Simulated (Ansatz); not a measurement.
# KNaF₂ (ordering on rocksalt) by several functionals

All numbers come from Ansatz. The cell comes from a prototype generator: it can be a known phase or a hypothetical one. Spin polarisation is off.

The cell is KNaF₂ as one 4-atom ordering (R-3m) on the rocksalt lattice; cell and atoms were relaxed with r2SCAN. The symmetry is R-3m (No. 166, trigonal); conventional cell a = 3.478 Å, c = 17.447 Å, 15.23 Å³ an atom. Around Na lie 6 F at 2.37 Å; around K lie 6 F at 2.60 Å; around F lie 3 Na at 2.37 Å and 3 K at 2.60 Å.

```
Na K F
1.0
     1.73914    1.00409    5.81551
    -1.73914    1.00409    5.81551
     0.00000   -2.00819    5.81551
Na K F
1 1 2
Direct
  0.00000 0.00000 0.00000
  0.50000 0.50000 0.50000
  0.26110 0.26110 0.26110
  0.73890 0.73890 0.73890
```

Relaxed lattice by functional, symmetry kept:

| functional | k mesh | a (Å) | c (Å) | volume (Å³/atom) |
| --- | --- | --- | --- | --- |
| PBE | 8×8×8 | 3.566 | 17.715 | 16.26 |
| r2SCAN | 8×8×8 | 3.478 | 17.447 | 15.23 |

Band edges at fixed r2SCAN geometry:

| level | k mesh | gap (eV) | kind | edges | least direct gap (eV) | rough cost |
| --- | --- | --- | --- | --- | --- | --- |
| PBE | 8×8×8 | 6.25 | direct | Γ | 6.25 | 6 core-seconds |
| r2SCAN | 8×8×8 | 6.98 | direct | Γ | 6.98 | 14 core-seconds |
| HSE06 | 6×6×6 | 8.32 | direct | Γ | 8.32 | 4 core-minutes |
| PBE0 | 6×6×6 | 9.09 | direct | Γ | 9.09 | 3 core-minutes |
| G0W0@PBE (181 empty bands, 120 eV, 6×6×6) | 6×6×6 | 9.86 | – | Γ (mesh) | – | 29 core-minutes |

PBE: smearing of 0.02 eV; the others have fixed occupations.
Wave cutoffs: 420 eV, 500 eV (r2SCAN).
The G0W0 gap is PBE's gap over the path plus the quasiparticle shift read on the mesh. G0W0 values are finite-basis, finite-mesh values.
Costs come from shared machines and give only the order; PBE's includes the band path.

The HSE06 gap is direct at Γ: 8.32 eV.

r2SCAN covers 35 % of the step from PBE to HSE06, while HSE06 needs about 16 times r2SCAN's cost (on a coarser mesh). Among these functionals the gap stays direct.

r2SCAN (ground state on 8×8×8): The clamped-ion dielectric constant comes out as 1.91 along x and y, 1.92 along z. Born charges, averaged over directions: Na +1.05, K +1.12, F -1.08 e.
